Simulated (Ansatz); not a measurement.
AlN:
```
CELL_PARAMETERS angstrom
      0.00000     2.17113     2.17113
      2.17113     0.00000     2.17113
      2.17113     2.17113     0.00000
ATOMIC_POSITIONS crystal
  Al 0.00000 0.00000 0.00000
  N  0.25000 0.25000 0.25000
```

Relaxed with LDA. Special points in fractions of this cell's reciprocal vectors: Γ (0.000, 0.000, 0.000); X (0.500, 0.000, 0.500); U (0.625, 0.250, 0.625); K (0.375, 0.375, 0.750); L (0.500, 0.500, 0.500); W (0.500, 0.250, 0.750).

**Question.** List the band energies nearest the valence-band maximum at these points for the program Ansatz at the LDA level (PAW).

**Answer.** In eV from the valence-band maximum; about four levels below and three above (degenerate sets whole), none deeper than 8.9 eV; … stands for higher levels left out; points with the same levels are listed once.

| k | below | above |
|---|---|---|
| Γ | 0.00 0.00 0.00 | 4.39 … |
| X | -5.00 -1.80 -1.80 | 3.25 8.53 … |
| U | -4.33 -3.72 -1.39 | 5.11 10.07 … |
| L | -5.97 -0.48 -0.48 | 7.44 9.89 … |
| W | -3.83 -3.53 -2.76 | 6.00 11.34 … |

Space group F-43m (zinc blende). The LDA relaxation kept the symmetry of its start; phonons on a q-mesh show no instability.

Potentials: the later of the program's two PAW sets.
